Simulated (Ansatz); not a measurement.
ZnS (wurtzite)

```
CELL_PARAMETERS angstrom
      3.80610     0.00000     0.00000
     -1.90305     3.29618     0.00000
      0.00000     0.00000     6.24474
ATOMIC_POSITIONS crystal
  Zn 0.66667 0.33333 0.99975
  Zn 0.33333 0.66667 0.49975
  S  0.66667 0.33333 0.62545
  S  0.33333 0.66667 0.12545
```

The volume is varied about the relaxed value V₀ at fixed cell shape. The atoms relax within the cell's symmetry.

Computed with r2SCAN (plane waves to 500 eV, PAW, scalar-relativistic; Ansatz, a first-principles code). k mesh 10×10×6 (Γ-centred), Fermi-Dirac smearing 0.05 eV. Energies are smeared free energies. Compression counts positive. With the shape held, the modulus is that of even scaling; a crystal free to change shape is softer. ZnS was relaxed with its symmetry unable to fall. The zero of ΔE is the relaxed starting cell.

```tsv
V (Å³/atom)	ΔE (meV/atom)
17.627	57.7
18.019	35.5
18.411	19.2
18.803	withheld
19.194	2.0
19.586	0.0
19.978	1.8
20.369	7.1
20.761	15.5
21.153	26.7
21.545	40.3
```

### Question
Fit a third-order Birch-Murnaghan form (E₀, V₀, B₀, B₀′ free) to the given rows and predict ΔE at V = 18.803.

### Answer
Least squares on the 10 given rows: ΔE = E₀ + (9V₀B₀/16)·y²·[2 + (B₀′ − 4)y], y = (V₀/V)^(2/3) − 1, with V₀ = 19.586 Å³/atom, B₀ = 78.21 GPa (160.2 GPa = 1 eV/Å³; the term in eV is multiplied by 1000), B₀′ = 4.35, E₀ = -0.01 meV/atom; root-mean-square residual 0.02 meV/atom. At 18.803 the fit gives 8.2 meV/atom; the calculation gives 8.2 meV/atom, the same to the digits shown. For the pressure the fit gives 3.5 GPa against the computed 3.5 GPa.

(A scan under strain: stresses follow from slopes of the energy per volume, elastic moduli from its curvatures.)
